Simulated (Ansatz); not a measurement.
Input and output for HfC (rocksalt type): DFT, PBE, all-electron LAPW, scalar-relativistic (Ansatz 0.2.0). This run: volume at 0.6 of the series' base cell.

The cell comes from a relaxation on PAW files under the same functional, begun from a prototype that needn't be the stable phase.

Command: `ansatz run input.yaml --threads 1 --pin off --max-ram 2048MiB --backend cpu --events-out ev --progress --plain --runs-dir out` It took 33 s on 1 thread of Intel(R) Xeon(R) Platinum 8259CL CPU @ 2.50GHz (Skylake/Cascade Lake), on a shared host, peak memory 0.53 GiB.

```yaml
crystal:
  lattice:
    - [0.0, 1.9614555596, 1.9614555596]
    - [1.9614555596, 0.0, 1.9614555596]
    - [1.9614555596, 1.9614555596, 0.0]
  atoms:
    - { symbol: Hf, position: [0.0, 0.0, 0.0] }
    - { symbol: C, position: [0.5, 0.5, 0.5] }
kpoints:
  mp_grid: { grid: [15, 15, 15] }
scf:
  occupations: { method: fermi_dirac, width: 0.08 }
hamiltonian:
  xc: pbe
  pseudopotentials: { kind: all_electron, lapw: { basis_error: 0.001 } }
output:
  forces: true
  stress: true
  eigenvalues: true
  populations: true
```

Output:

```
Hf: projections on atomic orbitals take those of the free atom 1s2 2s2 2p6 3s2 3p6 3d10 4s2 4p6 4d10 4f14 5s2 5p6 5d2 6s2, of charge +0.00 (hamiltonian.pseudopotentials.projection_atoms)
C: projections on atomic orbitals take those of the free atom 1s2 2s2 2p2, of charge +0.00 (hamiltonian.pseudopotentials.projection_atoms)
LAPW: plane waves up to 10.747 Å⁻¹, error target 1.0e-3 eV per atom; small_component_spin mean_spin; C in spheres of 0.781 Å, 6 of its electrons in bands, Dirac shells []; Hf in spheres of 1.181 Å, 44 of its electrons in bands, Dirac shells [] (how accurate: hamiltonian.pseudopotentials.lapw.basis_error, Limitations)
Engine: ansatz 0.2.0
Pseudopotentials: kind: all_electron
Pseudopotential: Hf, LAPW, valence charge 44, lapw/all_electron/scalar/gaussian/Hf, Koelling and Harmon's equation, gaussian nucleus
Pseudopotential: C, LAPW, valence charge 6, lapw/all_electron/scalar/gaussian/C, Koelling and Harmon's equation, gaussian nucleus
Functional definition: PBE
  parameter kappa = 0.804
  parameter beta = 0.06672455060314922
  exchange = pbe_x(kappa = kappa, mu = beta*pi^2/3)
  correlation = pbe_c(beta = beta)
Crystal: 2 atoms, lattice volume = 15.093 Å³
Basis set: ecut = 440.0444406952713 eV, 331 PW (Γ), exchange–correlation at level 2
Bands: 30, of which v1, the nominal top of the filled ones, is band 25 counted from 1 (24 counted from 0)
Symmetry: 48 space group operations
Space group: Fm-3m (ITA 225), of the structure as read, at distance tolerance 2.5e-5 Å
k-points: 120 of 3375
Non-local potential: Hf, projectors of the file, none
Non-local potential: C, projectors of the file, none
Initial density: superposition of atomic densities (chi_scale 0.1, normalization cell, long waves kept (reshape's long-wave potential 0.00 eV rms))
Initial wavefunctions: plane waves of lowest kinetic energy (no species holds an atomic orbital)
Functional: x = pbe(κ = 0.804, μ = 0.2195149727645171), c = pbe(β = 0.06672455060314922)
iter 1 solved again at ethr=1.12e-2 eV; its pass at ethr=1.00e-1 eV (dr2=5.59e0 eV) is discarded
SCF iter   1: F=—  HF=-411284.640784 eV  |F-HF|=—  |Δ(HF+E_count)|=         —  Δρ=1.92e-1  dr2=5.60e0  ethr=1.12e-2  ⟨swp⟩=2.0  Hψ=22495  notcnv=0
preconditioner: auto → Kerker (q_TF=auto, 3.331 Å⁻¹)  [metal: Δε(μ)=0.102 eV  Ē_g=20.413 eV  σ=0.080 eV  W_gap=0.31  n_scr=14 (ndim 8)  ℏωp=50.6 eV  f_vac=0.000  D(μ)=0.22/eV (n_scr^D=0)]
iter 2 solved again at ethr=1.10e-3 eV; its pass at ethr=1.12e-2 eV (dr2=5.49e-1 eV) is discarded
SCF iter   2: F=—  HF=-411282.674215 eV  |F-HF|=—  |Δ(HF+E_count)|=    1.97e0  Δρ=5.93e-2  dr2=5.49e-1  ethr=1.10e-3  ⟨swp⟩=2.0  Hψ=17975  notcnv=0
SCF iter   3: F=—  HF=-411282.431093 eV  |F-HF|=—  |Δ(HF+E_count)|=   2.43e-1  Δρ=4.71e-2  dr2=3.59e-1  ethr=1.10e-3  ⟨swp⟩=2.0  Hψ=10810  notcnv=0
SCF iter   4: F=—  HF=-411282.305416 eV  |F-HF|=—  |Δ(HF+E_count)|=         —  Δρ=2.56e-2  dr2=1.02e-1  ethr=7.18e-4  ⟨swp⟩=2.0  Hψ=10478  notcnv=0
the basis was enlarged: its passes take 127.2 KiB over the memory plan, 1 of 1 planned eigensolver slots
SCF iter   5: F=—  HF=-411282.295553 eV  |F-HF|=—  |Δ(HF+E_count)|=   9.86e-3  Δρ=3.54e-3  dr2=1.47e-3  ethr=2.04e-4  ⟨swp⟩=3.0  Hψ=10711  notcnv=0
SCF iter   6: F=—  HF=-411282.295737 eV  |F-HF|=—  |Δ(HF+E_count)|=   1.83e-4  Δρ=1.02e-3  dr2=1.58e-4  ethr=2.93e-6  ⟨swp⟩=2.0  Hψ=10370  notcnv=0
SCF iter   7: F=—  HF=-411282.295741 eV  |F-HF|=—  |Δ(HF+E_count)|=   4.83e-6  Δρ=3.02e-4  dr2=1.39e-5  ethr=3.16e-7  ⟨swp⟩=2.0  Hψ=10369  notcnv=0
SCF iter   8: F=—  HF=-411282.295735 eV  |F-HF|=—  |Δ(HF+E_count)|=   6.17e-6  Δρ=8.55e-5  dr2=5.99e-7  ethr=2.79e-8  ⟨swp⟩=2.2  Hψ=10407  notcnv=0
SCF iter   9: F=—  HF=-411282.295735 eV  |F-HF|=—  |Δ(HF+E_count)|=   1.99e-7  Δρ=2.21e-5  dr2=5.33e-8  ethr=1.20e-9  ⟨swp⟩=2.0  Hψ=10369  notcnv=0
SCF iter  10: F=-411282.295735 eV  HF=-411282.295735 eV  |F-HF|=7.97e-9  |Δ(HF+E_count)|=   3.42e-8  Δρ=6.11e-6  dr2=5.19e-9  ethr=1.07e-10  ⟨swp⟩=3.0  Hψ=10870  notcnv=0
SCF 1 converged in 10 iterations: F = -411282.295735 eV  dr2 = 5.19e-9
SCF converged after 10 iterations
Free energy (F): -411282.295735 eV
Harris-Foulkes:  -411282.295735 eV  (|F-HF|=7.97e-9)
Internal energy: -411282.290981 eV  (E = F + TS)
E sigma→0 (E₀):  -411282.293358 eV
Entropy (-TS):   -0.004755 eV (-2.377 meV/atom)
Fermi energy:    35.162594 eV
--- Per-component energies (eV) ---
  E_band       = -4475.024292
  E_kinetic    = 457599.893387
  E_xc         = -8578.538439
  E_electrostatic = -860303.645928  (all electrons and nuclei)
  E_smearing   = -0.004755  (= −TS)
  E_closure    = 0.000000  (closes the sum)
  E_atoms      = -411270.553854  (free atoms, spherical and without spin; not in F)
  Σ components = -411282.295735   (vs F -411282.295735, Δ=0.00e0)
  Basis errors (estimates in eV, not in F): energy 3.7e-4 per atom: plane waves 3.4e-4 (1.9e-4 summed), levels above the bands 2.3e-69, relativity 2.9e-8, radial functions 3.5e-5, core shells 2.3e-12; eigenvalues (radial functions only) 5.1e-6; not estimated: angular momenta, meshes, grids; target (lapw.basis_error) 1.0e-3; muffin-tin radii C 0.781 Å, Hf 1.181 Å
--- Forces (eV/Å), atoms counted from 1 ---
  atom   1  Hf    -0.00000000     0.00000000     0.00000000
  atom   2  C      0.00000000    -0.00000000    -0.00000000
  max |Σ_I F_I| component: 3.09e-30 eV/Å
--- Stress (GPa, compression-positive) ---
      320.956935      -0.000000       0.000000
       -0.000000     320.956935      -0.000000
        0.000000      -0.000000     320.956935
  P = ⅓ Tr σ = 320.9569 GPa (3209.569 kbar)
--- Band table (eV; the first three rows and the last of 120) ---
  k-point 0: bands = ["-469.3544", "-336.0472", "-336.0472", "-336.0472", "-228.8421", "-163.8826", "-163.8826", "-163.8826", "-163.8788", "-163.8788", "-25.0759", "7.1295", "7.1295", "7.1295", "20.2992", "25.1666", "25.1666", "25.1666", "25.3160", "25.6923", "25.6923", "25.6923", "35.7308", "35.7308", "35.7308", "36.5043", "36.5043", "36.5043", "39.5228", "39.5228"]
  k-point 1: bands = ["-469.3544", "-336.0472", "-336.0472", "-336.0472", "-228.8421", "-163.8826", "-163.8826", "-163.8826", "-163.8788", "-163.8788", "-25.0591", "6.9304", "7.1170", "7.1170", "20.5733", "25.1614", "25.1768", "25.1768", "25.3225", "25.6793", "25.6793", "25.6928", "34.7599", "35.2007", "35.2007", "36.3602", "36.3602", "37.2288", "40.6058", "40.6058"]
  k-point 2: bands = ["-469.3544", "-336.0472", "-336.0472", "-336.0472", "-228.8421", "-163.8826", "-163.8826", "-163.8826", "-163.8788", "-163.8788", "-25.0112", "6.4017", "7.0818", "7.0818", "21.3149", "25.1476", "25.2078", "25.2078", "25.3426", "25.6448", "25.6448", "25.6940", "33.4094", "33.8183", "33.8183", "36.8832", "36.8832", "37.9628", "42.6710", "42.6710"]
  k-point 119: bands = ["-469.3544", "-336.0472", "-336.0472", "-336.0472", "-228.8421", "-163.8826", "-163.8826", "-163.8826", "-163.8788", "-163.8787", "-24.5381", "4.8342", "4.9583", "5.8401", "23.3767", "25.2838", "25.4383", "25.4427", "25.5286", "25.5388", "25.6257", "25.8261", "30.3453", "32.1165", "32.4694", "39.5590", "40.6027", "46.1291", "47.9576", "50.4237"]
--- Löwdin populations: 2 sites ---
  site symbol       q [e]
     0     Hf     71.7080
     1      C      6.2679
  spilling = 0.000308 (of n_electrons = 78.000000)
```

populations.tsv:

```
# site	symbol	l	j	q
# orbitals = lowdin
# n_electrons = 78.000000
# spilling = 0.000308
# projection_atom_Hf: 1s2 2s2 2p6 3s2 3p6 3d10 4s2 4p6 4d10 4f14 5s2 5p6 5d2 6s2
# projection_atom_C: 1s2 2s2 2p2
0	Hf	0_1S	-	1.999999
0	Hf	0_2S	-	1.999941
0	Hf	0_3S	-	1.999253
0	Hf	0_4S	-	1.992348
0	Hf	0_5S	-	1.881642
0	Hf	0_6S	-	0.399011
0	Hf	1_2P	-	6.000000
0	Hf	1_3P	-	5.999995
0	Hf	1_4P	-	5.999665
0	Hf	1_5P	-	5.944480
0	Hf	2_3D	-	10.000000
0	Hf	2_4D	-	9.999589
0	Hf	2_5D	-	3.538727
0	Hf	3_4F	-	13.953399
1	C	0_1S	-	1.985062
1	C	0_2S	-	1.082657
1	C	1_2P	-	3.200200
```

Next run (volume at 0.5 of the series' base cell), as changes to the input before:

```diff
   lattice:
-    - [0.0, 1.9614555596, 1.9614555596]
-    - [1.9614555596, 0.0, 1.9614555596]
-    - [1.9614555596, 1.9614555596, 0.0]
+    - [0.0, 1.8458003506, 1.8458003506]
+    - [1.8458003506, 0.0, 1.8458003506]
+    - [1.8458003506, 1.8458003506, 0.0]
   atoms:
```

Command: `ansatz run input.yaml --threads 1 --pin off --max-ram 2048MiB --backend cpu --events-out ev --progress --plain --runs-dir out` It took 34 s on 1 thread of Intel(R) Xeon(R) Platinum 8259CL CPU @ 2.50GHz (Skylake/Cascade Lake), with other jobs on the host, peak memory 0.54 GiB.

Results part of the output:

```
SCF 1 converged in 9 iterations: F = -411275.229284 eV  dr2 = 3.35e-9
SCF converged after 9 iterations
Free energy (F): -411275.229284 eV
Harris-Foulkes:  -411275.229284 eV  (|F-HF|=3.89e-8)
Internal energy: -411275.222407 eV  (E = F + TS)
E sigma→0 (E₀):  -411275.225845 eV
Entropy (-TS):   -0.006876 eV (-3.438 meV/atom)
Fermi energy:    42.489101 eV
--- Per-component energies (eV) ---
  E_band       = -4126.943678
  E_kinetic    = 457647.237647
  E_xc         = -8585.553843
  E_electrostatic = -860336.906211  (all electrons and nuclei)
  E_smearing   = -0.006876  (= −TS)
  E_closure    = 0.000000  (closes the sum)
  E_atoms      = -411270.553854  (free atoms, spherical and without spin; not in F)
  Σ components = -411275.229284   (vs F -411275.229284, Δ=0.00e0)
  Basis errors (estimates in eV, not in F): energy 3.8e-4 per atom: plane waves 3.4e-4 (1.9e-4 summed), levels above the bands 3.0e-70, relativity 4.8e-8, radial functions 3.7e-5, core shells 4.2e-12; eigenvalues (radial functions only) 4.1e-6; not estimated: angular momenta, meshes, grids; target (lapw.basis_error) 1.0e-3; muffin-tin radii C 0.727 Å, Hf 1.119 Å
--- Forces (eV/Å), atoms counted from 1 ---
  atom   1  Hf    -0.00000000     0.00000000    -0.00000000
  atom   2  C      0.00000000    -0.00000000    -0.00000000
  max |Σ_I F_I| component: 2.89e-30 eV/Å
--- Stress (GPa, compression-positive) ---
      609.949269      -0.000000       0.000000
       -0.000000     609.949269      -0.000000
        0.000000      -0.000000     609.949269
  P = ⅓ Tr σ = 609.9493 GPa (6099.493 kbar)
--- Band table (eV; the first three rows and the last of 120) ---
  k-point 0: bands = ["-462.2367", "-328.9135", "-328.9135", "-328.9135", "-221.9906", "-156.7350", "-156.7350", "-156.7260", "-156.7260", "-156.7260", "-18.5086", "14.5011", "14.5011", "14.5011", "27.0374", "32.0147", "32.0147", "32.0147", "32.2863", "32.8994", "32.8994", "32.8994", "42.1663", "42.1663", "42.1663", "43.8581", "43.8581", "43.8581", "46.8289", "46.8289"]
  k-point 1: bands = ["-462.2367", "-328.9135", "-328.9135", "-328.9135", "-221.9906", "-156.7350", "-156.7350", "-156.7260", "-156.7260", "-156.7260", "-18.4758", "14.1583", "14.4822", "14.4822", "27.4214", "32.0046", "32.0258", "32.0258", "32.2945", "32.8769", "32.8769", "32.9001", "41.3721", "41.9093", "41.9093", "43.2049", "43.2049", "44.4398", "48.2379", "48.2379"]
  k-point 2: bands = ["-462.2367", "-328.9135", "-328.9135", "-328.9135", "-221.9906", "-156.7350", "-156.7350", "-156.7260", "-156.7260", "-156.7260", "-18.3821", "13.2775", "14.4294", "14.4294", "28.4005", "31.9759", "32.0609", "32.0609", "32.3227", "32.8184", "32.8184", "32.9021", "40.1026", "40.4486", "40.4486", "43.6160", "43.6160", "45.2073", "50.7557", "50.7557"]
  k-point 119: bands = ["-462.2367", "-328.9135", "-328.9135", "-328.9135", "-221.9906", "-156.7350", "-156.7349", "-156.7259", "-156.7259", "-156.7258", "-17.4225", "10.7605", "10.9530", "12.3401", "29.8478", "32.1255", "32.4768", "32.4874", "32.6330", "32.6499", "32.8083", "33.0004", "36.8011", "39.3500", "40.0448", "47.2368", "48.3440", "55.0837", "57.7284", "60.8689"]
--- Löwdin populations: 2 sites ---
  site symbol       q [e]
     0     Hf     71.9032
     1      C      6.0641
  spilling = 0.000419 (of n_electrons = 78.000000)
```

Next run (volume at 0.4 of the series' base cell), as changes to the input before:

```diff
   lattice:
-    - [0.0, 1.8458003506, 1.8458003506]
-    - [1.8458003506, 0.0, 1.8458003506]
-    - [1.8458003506, 1.8458003506, 0.0]
+    - [0.0, 1.7134892593, 1.7134892593]
+    - [1.7134892593, 0.0, 1.7134892593]
+    - [1.7134892593, 1.7134892593, 0.0]
   atoms:
   mp_grid: { grid: [15, 15, 15] }
+  band_path:
+    path:
+      - [0.0, 0.0, 0.0]
+      - [0.5, 0.0, 0.5]
+      - [0.625, 0.25, 0.625]
+      - [0.375, 0.375, 0.75]
+      - [0.0, 0.0, 0.0]
+      - [0.5, 0.5, 0.5]
+      - [0.5, 0.25, 0.75]
+      - [0.5, 0.0, 0.5]
+    npoints: 8
 scf:
   populations: true
+  dos: { projected: true, de: 0.2, e_range: [-14, 8] }
```

Command: `ansatz run input.yaml --threads 1 --pin off --max-ram 2048MiB --backend cpu --events-out ev --progress --plain --runs-dir out` It took 41 s on 1 thread of Intel(R) Xeon(R) Platinum 8259CL CPU @ 2.50GHz (Skylake/Cascade Lake), with other jobs on the host, peak memory 0.58 GiB.

Results part of the output:

```
SCF 1 converged in 8 iterations: F = -411261.657927 eV  dr2 = 6.46e-10
NSCF: frozen V_eff on 57 k-points
SCF converged after 8 iterations
Free energy (F): -411261.657927 eV
Harris-Foulkes:  -411261.657927 eV  (|F-HF|=4.42e-9)
Internal energy: -411261.652894 eV  (E = F + TS)
E sigma→0 (E₀):  -411261.655411 eV
Entropy (-TS):   -0.005033 eV (-2.516 meV/atom)
Fermi energy:    53.731864 eV
--- Per-component energies (eV) ---
  E_band       = -3635.160120
  E_kinetic    = 457717.013916
  E_xc         = -8595.746107
  E_electrostatic = -860382.920703  (all electrons and nuclei)
  E_smearing   = -0.005033  (= −TS)
  E_closure    = 0.000000  (closes the sum)
  E_atoms      = -411270.553854  (free atoms, spherical and without spin; not in F)
  Σ components = -411261.657927   (vs F -411261.657927, Δ=0.00e0)
  Basis errors (estimates in eV, not in F): energy 3.6e-4 per atom: plane waves 3.4e-4 (1.9e-4 summed), levels above the bands 3.6e-68, relativity 7.5e-8, radial functions 2.4e-5, core shells 1.5e-11; eigenvalues (radial functions only) 4.3e-6; not estimated: angular momenta, meshes, grids; target (lapw.basis_error) 1.0e-3; muffin-tin radii C 0.668 Å, Hf 1.046 Å
--- Forces (eV/Å), atoms counted from 1 ---
  atom   1  Hf    -0.00000000    -0.00000000    -0.00000000
  atom   2  C      0.00000000    -0.00000000    -0.00000000
  max |Σ_I F_I| component: 1.53e-29 eV/Å
--- Stress (GPa, compression-positive) ---
     1196.624950       0.000000      -0.000000
        0.000000    1196.624950      -0.000000
       -0.000000      -0.000000    1196.624950
  P = ⅓ Tr σ = 1196.6250 GPa (11966.250 kbar)
--- Band table (eV; the first three rows and the last of 120) ---
  k-point 0: bands = ["-452.2208", "-318.8805", "-318.8805", "-318.8805", "-212.4187", "-146.6977", "-146.6977", "-146.6658", "-146.6658", "-146.6658", "-9.8160", "24.9849", "24.9849", "24.9849", "37.9629", "41.5294", "41.5294", "41.5294", "41.9651", "43.0468", "43.0468", "43.0468", "51.4174", "51.4174", "51.4174", "54.7614", "54.7614", "54.7614", "57.3697", "57.3697"]
  k-point 1: bands = ["-452.2208", "-318.8805", "-318.8805", "-318.8805", "-212.4187", "-146.6977", "-146.6977", "-146.6658", "-146.6658", "-146.6658", "-9.7510", "24.3972", "24.9557", "24.9557", "38.4957", "41.5168", "41.5340", "41.5340", "41.9724", "43.0034", "43.0034", "43.0480", "50.8681", "51.4317", "51.4317", "53.4128", "53.4128", "55.1874", "59.3446", "59.3446"]
  k-point 2: bands = ["-452.2208", "-318.8805", "-318.8805", "-318.8805", "-212.4187", "-146.6977", "-146.6977", "-146.6658", "-146.6658", "-146.6658", "-9.5633", "22.9413", "24.8748", "24.8748", "39.6945", "41.4843", "41.5513", "41.5513", "42.0193", "42.8963", "42.8963", "43.0512", "49.9470", "50.1703", "50.1703", "53.3748", "53.3748", "55.9113", "62.5188", "62.5188"]
  k-point 119: bands = ["-452.2208", "-318.8805", "-318.8805", "-318.8805", "-212.4187", "-146.6978", "-146.6975", "-146.6656", "-146.6655", "-146.6650", "-7.4816", "18.6911", "18.9988", "21.2028", "39.5784", "41.5476", "42.2865", "42.3105", "42.5924", "42.6223", "42.9091", "43.1340", "46.4768", "50.0855", "51.3331", "58.7828", "59.8782", "68.0813", "72.0562", "76.1259"]
--- Löwdin populations: 2 sites ---
  site symbol       q [e]
     0     Hf     72.1440
     1      C      5.8025
  spilling = 0.000685 (of n_electrons = 78.000000)
```

Spin–orbit coupling is left out, which matters for the heavy atoms. The structure type is held throughout; the real material can change phase at far lower pressure.
